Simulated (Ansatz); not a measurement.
Input file for Ansatz (an electronic-structure program):

Ansatz 0.2 input:
```yaml
crystal:
  lattice:
    - [4.9364834075, 0.0, 0.0]
    - [0.0, 4.9364834075, 0.0]
    - [0.0, 0.0, 3.3905850354]
  atoms:
    - { symbol: Pb, position: [0.0, 0.0, 0.0] }
    - { symbol: Pb, position: [0.5, 0.5, 0.5] }
    - { symbol: O, position: [0.3073789979, 0.3073789979, 0.0] }
    - { symbol: O, position: [0.6926210021, 0.6926210021, 0.0] }
    - { symbol: O, position: [0.1926210021, 0.8073789979, 0.5] }
    - { symbol: O, position: [0.8073789979, 0.1926210021, 0.5] }
kpoints:
  mp_grid: { grid: [8, 8, 12] }
hamiltonian:
  xc: lda
  pseudopotentials: { kind: paw }
scf:
  occupations: { method: fermi_dirac, width: 0.1 }
phonons:
  method: dfpt
  response_accuracy: low
  eigenvectors: true
  rigid_motions: translations
```

Output (shortened):

```
Pseudopotential: Pb, paw, valence charge 14
Pseudopotential: O, paw, valence charge 6
Functional definition: SPW92
Crystal: 6 atoms, lattice volume = 82.625 Å³
Basis set: ecut = 420 eV, 1615 PW (Γ), exchange–correlation on 72×72×48 points (8 copies of the dense FFT grid, shifted against one another)
Bands: 32, of which v1, the nominal top of the filled ones, is band 26 counted from 1 (25 counted from 0)
Symmetry: 16 space group operations
k-points: 238 of 768 (irreducible under 2 space group operations, time reversal used)
SCF iter   1: F=—  HF=-25420.839244 eV  |F-HF|=—  |Δ(HF+E_count)|=         —  Δρ=1.97e-2  dr2=2.92e-1  ethr=1.77e-3  ⟨swp⟩=6.4  Hψ=35881  notcnv=0  defer=9
preconditioner: auto → Kerker (q_TF=auto, 2.526 Å⁻¹)
SCF iter   2: F=—  HF=-25420.762340 eV  |F-HF|=—  |Δ(HF+E_count)|=   7.69e-2  Δρ=5.24e-3  dr2=1.64e-2  ethr=5.62e-4  ⟨swp⟩=2.5  Hψ=13612  notcnv=0  defer=278
SCF iter   3: F=—  HF=-25420.757814 eV  |F-HF|=—  |Δ(HF+E_count)|=   4.53e-3  Δρ=2.54e-3  dr2=4.69e-3  ethr=3.15e-5  ⟨swp⟩=2.4  Hψ=12012  notcnv=0  defer=278
SCF iter   4: F=—  HF=-25420.756701 eV  |F-HF|=—  |Δ(HF+E_count)|=   1.11e-3  Δρ=6.31e-4  dr2=3.61e-4  ethr=9.01e-6  ⟨swp⟩=2.3  Hψ=13437  notcnv=0  defer=278
SCF iter   5: F=—  HF=-25420.756708 eV  |F-HF|=—  |Δ(HF+E_count)|=   7.18e-6  Δρ=1.59e-4  dr2=3.53e-5  ethr=6.93e-7  ⟨swp⟩=1.5  Hψ=8442  notcnv=0  defer=278
SCF iter   6: F=—  HF=-25420.756703 eV  |F-HF|=—  |Δ(HF+E_count)|=   4.88e-6  Δρ=5.36e-5  dr2=3.64e-6  ethr=6.79e-8  ⟨swp⟩=2.0  Hψ=10367  notcnv=0  defer=278
SCF iter   7: F=—  HF=-25420.756701 eV  |F-HF|=—  |Δ(HF+E_count)|=   1.87e-6  Δρ=1.81e-5  dr2=2.69e-7  ethr=7.00e-9  ⟨swp⟩=2.2  Hψ=13127  notcnv=0  defer=278
SCF iter   8: F=—  HF=-25420.756701 eV  |F-HF|=—  |Δ(HF+E_count)|=   4.56e-9  Δρ=4.88e-6  dr2=1.64e-8  ethr=5.17e-10  ⟨swp⟩=2.8  Hψ=14206  notcnv=0  defer=278
SCF iter  11: F=-25420.756701 eV  HF=-25420.756701 eV  |F-HF|=7.28e-12  |Δ(HF+E_count)|=  1.09e-11  Δρ=3.27e-8  dr2=6.22e-13  ethr=1.00e-12  ⟨swp⟩=12.2  Hψ=47696  notcnv=0
SCF 1 converged in 11 iterations: F = -25420.756701 eV  dr2 = 6.22e-13
DFPT response loops at Γ: preconditioner auto → Kerker (q_TF=auto, 2.526 Å⁻¹) (partly filled bands, converged f_vac=0.037) …
SCF converged after 11 iterations
Free energy (F): -25420.756701 eV
Harris-Foulkes:  -25420.756701 eV  (|F-HF|=7.28e-12)
Internal energy: -25420.739499 eV  (E = F + TS)
E sigma→0 (E₀):  -25420.748100 eV
Entropy (-TS):   -0.017203 eV (-2.867 meV/atom)
Fermi energy:    8.100269 eV
--- Per-component energies (eV) ---
  E_band       = -83.202892
  E_kinetic    = 1280.467945
  E_local      = -3383.587067  (includes V_loc(G=0)·N_el)
  E_nonlocal   = 919.496094
  E_hartree    = 1294.008417
  E_xc         = -718.501270
  E_vxc        = -628.925676  (∫ρ·V_xc dr)
  E_paw        = -20817.923547  (= ΣΔE_a)
  E_vpaw       = -858.680901  (= ΣTr[D̂ρ^β])
  E_aug_tail   = 0.009866  (compensation charges beyond the density's cutoff)
  E_ewald      = -3994.942194
  E_core_change = 0.232259  (= ΣΔE_core)
  E_smearing   = -0.017203  (= −TS)
  E_closure    = 0.000000  (closes the sum)
  Σ components = -25420.756701   (vs F -25420.756701, Δ=0.00e0)
  [band-id]    e_kinetic+e_local+e_nonlocal+2·e_hartree+e_vxc+e_vpaw+e_augmentation_tail = -83.202907   (vs E_band -83.202892, Δ=-1.50e-5)
--- Band table (eV; the first three rows and the last of 238) ---
  k-point 0: bands = ["-10.3046", "-10.1583", "-8.3405", "-8.3405", "-7.5575", "-7.3145", "-7.2839", "-7.2839", "-7.0766", "-6.9403", "-6.9029", "-6.8895", "-6.8895", "-4.6287", "-0.2597", "4.4152", "4.5092", "4.5092", "5.7613", "6.0984", "6.2064", "7.3076", …
  k-point 1: bands = ["-10.2471", "-10.1179", "-8.5384", "-8.5384", "-7.5424", "-7.2929", "-7.0753", "-7.0753", "-7.0713", "-6.9381", "-6.9036", "-6.8685", "-6.8685", "-4.6825", "-0.3089", "4.4131", "4.5660", "4.5660", "5.0971", "5.7905", "6.6365", "7.0219", …
  k-point 2: bands = ["-10.0850", "-10.0040", "-8.8912", "-8.8912", "-7.4954", "-7.2321", "-7.0563", "-6.9730", "-6.9730", "-6.9309", "-6.9059", "-6.5272", "-6.5272", "-4.8513", "-0.4183", "3.9718", "4.4182", "4.7203", "4.7203", "5.8781", "6.4758", "6.4758", …
  k-point 237: bands = ["-9.7181", "-9.7181", "-9.3745", "-9.3745", "-7.0829", "-7.0829", "-6.9397", "-6.9397", "-6.8849", "-6.8849", "-6.4599", "-6.4599", "-5.2184", "-5.2184", "-0.2050", "-0.2050", "3.8126", "3.8126", "5.9123", "5.9123", "6.0866", "6.0866", …
--- Phonons (Γ-DFPT): 4 representative perturbations + reference, on 238 of 768 k-points (Σ response iterations 12) ---
  ASR residual: 8.248e-5 → 0.000e0 eV/Å²; symmetrization residual: 5.655e-5 eV/Å²
  ASR residual per site (eV/Å²): 3.85e-5 3.85e-5 8.25e-5 8.25e-5 8.25e-5 8.25e-5
  Γ frequencies (cm⁻¹): -22.30 0.00 0.00 0.00 88.09 129.75 129.75 181.58 181.58 256.00 382.76 382.76 385.60 471.05 501.96 501.96 521.34 637.01
  non-analytic LO–TO correction: not included (Born effective charges unavailable; polar crystals: no LO–TO splitting at Γ)
```

Cost: around 4 core-minutes (rough) on shared cores.

Space group P4_2/mnm (rutile). Symmetry was held in the LDA relaxation; of distortions, only those at the zone centre were tested, and some modes there are weakly imaginary. A small band overlap can be real or an error of a semilocal functional. As this level gives no gap, phonon frequencies hold no LO–TO term and depend on the k-mesh and smearing (Fermi–Dirac, 0.1 eV here). Spin–orbit coupling is left out wherever it is not named.

Potentials: the later of the program's two PAW sets.

Ansatz is a plane-wave DFT program.
